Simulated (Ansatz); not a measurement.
TiO2 (anatase)

```cif
data_O8Ti4
_chemical_formula_sum 'Ti4 O8'
_space_group_name_H-M_alt 'I41/amd :1'
_space_group_IT_number 141
_space_group_name_Hall 'I 4bw 2bw -1bw'
_cell_length_a 3.79880
_cell_length_b 3.79880
_cell_length_c 9.70081
_cell_angle_alpha 90.000
_cell_angle_beta 90.000
_cell_angle_gamma 90.000
loop_
_atom_site_label
_atom_site_type_symbol
_atom_site_symmetry_multiplicity
_atom_site_Wyckoff_symbol
_atom_site_fract_x
_atom_site_fract_y
_atom_site_fract_z
_atom_site_occupancy
Ti1 Ti 4 b 0.00000 0.00000 0.50000 1
O1 O 8 e 0.00000 0.00000 0.29355 1
```
(The calculation used a cell of 6 atoms; values per cell refer to that cell.)

The relaxed cell is deformed in two ways at once: its volume V is scaled, and at that volume it is stretched along z (the c axis of the conventional cell) so that c/a changes. Fractional atomic positions are held.

These are PBE (plane waves to 420 eV, PAW, scalar-relativistic; Ansatz, a first-principles code) values and carry that method's errors. k mesh 12×12×12 (Γ-centred), Fermi-Dirac smearing 0.05 eV. E stands for the smeared free energy. As the atoms are clamped, bonds stretch with the cell, which overstates energies and stresses. TiO2 is run without spin polarisation. TiO2 was relaxed with its symmetry unable to fall. The zero of ΔE is the relaxed starting cell.

```tsv
ΔE (meV/atom)	V/V₀ = 0.960	V/V₀ = 0.973	V/V₀ = 0.987	V/V₀ = 1.000	V/V₀ = 1.013	V/V₀ = 1.027	V/V₀ = 1.040
(c/a)/(c/a)₀ = 0.920	63.3	52.8	45.5	41.2	39.7	40.7	44.1
(c/a)/(c/a)₀ = 0.947	34.1	25.3	19.7	17.0	16.9	19.4	24.3
(c/a)/(c/a)₀ = 0.973	___	10.4	5.7	___	4.8	8.2	14.0
(c/a)/(c/a)₀ = 1.000	12.9	5.6	1.4	0.0	1.3	5.1	11.2
(c/a)/(c/a)₀ = 1.027	16.5	9.1	4.9	3.5	4.7	8.4	___
(c/a)/(c/a)₀ = 1.053	27.4	19.6	14.9	13.0	13.8	17.1	22.7
(c/a)/(c/a)₀ = 1.080	44.6	35.9	30.3	27.6	27.6	30.2	35.1
```

Q: Some entries are withheld; supply them.

A: 
- (c/a)/(c/a)₀ = 0.973, V/V₀ = 0.960: 18.1
- (c/a)/(c/a)₀ = 0.973, V/V₀ = 1.000: 4.0
- (c/a)/(c/a)₀ = 1.027, V/V₀ = 1.040: 14.5

(Under strain, the slope of the energy per volume gives the stress and its curvature an elastic modulus.)
